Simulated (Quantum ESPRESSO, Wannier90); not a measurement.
# Tight-binding from DFT: CsH (CsCl type)

```
begin unit_cell_cart
ang
    3.8184100000    0.0000000000    0.0000000000
    0.0000000000    3.8184100000    0.0000000000
    0.0000000000    0.0000000000    3.8184100000
end unit_cell_cart
begin atoms_frac
Cs   0.0000000000  0.0000000000  0.0000000000
H    0.5000000000  0.5000000000  0.5000000000
end atoms_frac
```

Materials Project entry mp-632319; symmetrised, unrelaxed at this level. Not found in the COD (Crystallography Open Database) copy used, which has the formula in other groups; not checked further. Method: PBEsol plane waves in Quantum ESPRESSO 7.5 (PseudoDojo norm-conserving files, 58 Ry, no spin polarisation, no spin-orbit coupling), Bloch states on a 8×8×8 mesh through Γ, Wannier90 4.0.1. Density: 8×8×8 mesh, cold smearing 0.01 Ry. Spin-orbit coupling is left out although heavy elements are present.

Band 5 is isolated and gives one Wannier function a cell (H2 1s 77 %, Cs1 6s 13 %; spread 2.76 Å²). Its on-site energy is ε = -0.834 eV relative to the valence-band maximum, and its hoppings t(R) = t(−R) to the nearer images are (images within this range that aren't listed have |t| under 5 meV):

```tsv
R (lattice vectors; −R alike)	distance (Å)	t (eV)
0 0 1	3.82	-0.054
0 1 0	3.82	-0.054
1 0 0	3.82	-0.054
0 1 -1	5.40	-0.024
0 1 1	5.40	-0.024
1 -1 0	5.40	-0.024
1 0 -1	5.40	-0.024
1 0 1	5.40	-0.024
1 1 0	5.40	-0.024
1 -1 -1	6.61	-0.077
1 -1 1	6.61	-0.077
1 1 -1	6.61	-0.077
1 1 1	6.61	-0.077
```

**Question.** Work out the band energy at Γ, X, M, R from these numbers.

**Answer.** For one orbital E(k) = ε + Σ_R 2 t(R) cos(2π k·R), the sum over the listed R.
- Γ, k = (0.000, 0.000, 0.000): E = -0.834 + (-0.054)·(6.00) + (-0.024)·(12.00) + (-0.077)·(8.00) = -2.06 eV; pw.x: -2.05 eV
- X, k = (0.000, 0.500, 0.000): E = -0.834 + (-0.054)·(2.00) + (-0.024)·(-4.00) + (-0.077)·(-8.00) = -0.23 eV; pw.x: -0.26 eV
- M, k = (0.500, 0.500, 0.000): E = -0.834 + (-0.054)·(-2.00) + (-0.024)·(-4.00) + (-0.077)·(8.00) = -1.25 eV; pw.x: -1.28 eV
- R, k = (0.500, 0.500, 0.500): E = -0.834 + (-0.054)·(-6.00) + (-0.024)·(12.00) + (-0.077)·(-8.00) = -0.18 eV; pw.x: 0.00 eV

At these points the listed shells miss the plane-wave band by up to 0.18 eV, of a width of 2.05 eV on the path. With all its hoppings the model misses the band by 2.4 meV at worst on the whole path, so most of the miss comes from the hoppings not listed.
